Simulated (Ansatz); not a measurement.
Values for one crystal, relaxed and computed with PBE in the plane-wave PAW code Ansatz; other levels are named.

- Volume per atom = 5.95 Å³
- Band gap = 4.46 eV (indirect)
- Bulk modulus (Birch–Murnaghan fit) = 371 GPa
- Hole effective mass, band 3 of 3 at the edge = 0.50 along [100], 0.28 along [110], 0.24 along [111] (mₑ)
- Pressure derivative B′ = 3.7
- Valence-band maximum = at Γ
- Hole effective mass, band 1 of 3 at the edge = 0.53 along [100], 4.0 along [110], 1.3 along [111] (mₑ)

Question: Pick the material that matches.
A. ZnS, zinc blende
B. ZnSnN2, R-3m (Sn on 3a, Zn on 3b, N on 6c)
C. BN, zinc blende
D. AlN, wurtzite

Answer: C, BN, zinc blende

Space group F-43m (zinc blende). Symmetry was held in the PBE relaxation.

Potentials: the later of the program's two PAW sets.
